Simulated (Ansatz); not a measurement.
Y: from a starting cell to a relaxed one

The start is a relaxed Y cell displaced along its unstable phonon at q = (½, 0, 0) of its primitive reciprocal cell (50i cm⁻¹), largest move 0.15 Å. The cell and all atomic positions are relaxed at zero pressure with r2SCAN (plane waves to 500 eV, PAW, scalar-relativistic; Ansatz, an electronic-structure program). First-step values are on the input's coarse k-mesh.

Ansatz input (later rounds restart from its end on a renewed k-mesh):
Ansatz 0.2 input:
```yaml
crystal:
  lattice:
    - [-4.0663813314, 4.0663813314, 4.0663813314]
    - [2.0331906657, -2.0331906657, 2.0331906657]
    - [2.0331906657, 2.0331906657, -2.0331906657]
  atoms:
    - { symbol: Y, position: [0, -0.0260836376, 0.0260836376] }
    - { symbol: Y, position: [0.5, 1.0260836376, 0.9739163624] }
basis: { ecutwfc: 500, ecutrho_ratio: 4, xc_grid: 4, fft_grid_basis: typed }
kpoints: { mp_grid: { grid: [11, 11, 11] } }
hamiltonian:
  xc: r2scan
  dispersion: none
  pseudopotentials: { kind: paw }
scf: { occupations: { method: fermi_dirac, width: 0.05 } }
relax: { f_tol: 0.01, max_steps: 100, cell: { stress_tol: 0.02 } }
output: { forces: true, stress: true }
```

Q: What is the largest force in the starting geometry, and on which atom (counted from 1)?

A: 0.12 eV/Å, on Y1, Y2 (atoms numbered as listed).

Q: Does it find its way back to the structure it was made from?

A: It does not go back: it reaches P6₃/mmc (No. 194), hcp (Mg type), 0.10 eV/atom below the parent.

Q: How do the shortest distances between atoms change?

A: The closest pairs of elements (up to four, under 3.6 Å), start → end: Y–Y 3.52 → 3.56 Å.

Q: Is the relaxed structure metallic? Give its gap.

A: Zero (metallic).

Q: Write out the relaxed structure.

A: 
Space group P6₃/mmc (No. 194); a = b = 3.682 Å, c = 5.699 Å, α = β = 90.00°, γ = 120.00°

```json
[
 {"atom": "Y", "site": "2d", "symmetry": "-6m2", "x": "0.6667", "y": "0.3333", "z": "0.2500"}
]
```

Final values are on a 15×15×8 k-mesh of the relaxed cell. No spin polarisation in the result.

The run could not lose the symmetry of its start.

Of the parent cell (Im-3m (No. 229)): This is a known allotrope of Y, reached from a generated start. Known forms of Y include space group No. 194.
